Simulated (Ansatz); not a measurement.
**Stress against strain in ScF$_{3}$**

```xyz
4
Lattice="4.0125 0.0000 0.0000 0.0000 4.0125 0.0000 0.0000 0.0000 4.0125" Properties=species:S:1:pos:R:3 pbc="T T T"
Sc    0.0000    0.0000    0.0000
F     2.0062    0.0000    0.0000
F     0.0000    2.0062    0.0000
F     0.0000    0.0000    2.0062
```

Atoms are numbered in the order listed.

The cell comes from COD entry 4127282, which wasn't checked; take it as a given geometry.

Theory: Ansatz 0.2.0, DFT, LDA, all-electron LAPW, scalar-relativistic.

The runs use a Γ-centred 6×6×6 k mesh, Fermi–Dirac smearing of 0.02 eV, basis error target 1 meV/atom, no spin polarisation.

The strain is applied along the Cartesian axes of the cell as listed (γ is the engineering shear, twice εxy = εyz = εzx). Fractional coordinates are held (clamped ions).

σ is the change of stress from the unstrained cell, which is at -2.92 GPa; tension is positive, so slopes are stress–strain coefficients at that pressure.

Only quantities that a quadratic follows smoothly over the whole series are listed; rougher ones are left out.

```tsv
γ	σxy (GPa)
-0.0200	-0.38
0.0000	0.00
0.0100	0.20
0.0200	0.40
```

Question: Fit the series and read off the stiffness at zero strain.

Answer: Least-squares fits y = p0 + p1 x + p2 x² to the rows give σxy (GPa): p1 = 19.5, p2 = 23. So C44 (clamped ions) = 20 GPa.

Question: One run, at γ = -0.0100, is withheld. Predict its row.

Answer: The fits give -0.19; the run gave -0.19.
